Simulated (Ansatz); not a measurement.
# Relaxing NiBi (zincblende structure)

Computed with Ansatz (plane waves, PAW, 420 eV cutoff): PBEsol, scalar-relativistic, collinear spin, Γ-centred 10×10×10 mesh, 0.05 eV Gaussian smearing. The datasets are Ansatz's generated set soft_2.

This is a trial structure made by placing the elements on a prototype's sites, so it needn't be the stable form.

The first cell:

```
Ni Bi
1.0
     0.00000    2.71848    2.71848
     2.71848    0.00000    2.71848
     2.71848    2.71848    0.00000
Ni Bi
1 1
Direct
  0.00000 0.00000 0.00000
  0.25000 0.25000 0.25000
```

Starting moments (μB, in the order of the atoms): 0.8, 0.0.

The first steps of the search for zero pressure:

```csv
run,level,k-mesh,kind,V (Å³/atom),P (GPa),gap on the mesh (eV)
1,PBEsol,10×10×10,fixed cell,20.09,22.4,metal
2,PBEsol,10×10×10,fixed cell,22.50,7.1,metal
```

(1) At which volume does PBEsol reach zero pressure?

Answer:

(1) About 24.4 Å³/atom, about 22 % over the start.

The steps that followed:

```csv
run,level,k-mesh,kind,V (Å³/atom),P (GPa),E − E(final) (meV/atom),gap on the mesh (eV)
3,PBEsol,10×10×10,fixed cell,24.44,-0.1,0.0,metal
```

Cell and atoms are those of this level's equilibrium.

The final structure (symmetry read at 0.01 Å). It takes space group F-43m (No. 216, cubic). Conventional cell: a = 5.804 Å, b = 5.804 Å, c = 5.804 Å, α = 90.00°, β = 90.00°, γ = 90.00°. Around Ni (site symmetry -43m) lie 4 Bi at 2.51 Å. Bi (site symmetry -43m) is surrounded by 4 Ni at 2.51 Å. (Neighbours are counted to 15 % beyond the shortest distance.)

- At the final geometry the gap, band path included, is zero (metallic) and no site carries a moment.
- The equation of state gives B0 = 72 GPa and B0′ = 5.3.
- Against the elements' standard states, run alike and uncorrected, the formation energy is 0.47 eV/atom, so this structure is unstable against them at this level.
- The runs in the table took roughly 1.2 core-minutes.

**Reading the result.**

The calculation's cell holds 33 valence electrons, an odd number. Without magnetic order each band takes two, so one stays part-filled and the crystal must be a metal. (Only strong correlation, outside this picture, could make a Mott insulator of it.)

These numbers lack spin–orbit coupling. The starting moments died out; a magnetic state reached from other starts isn't excluded.
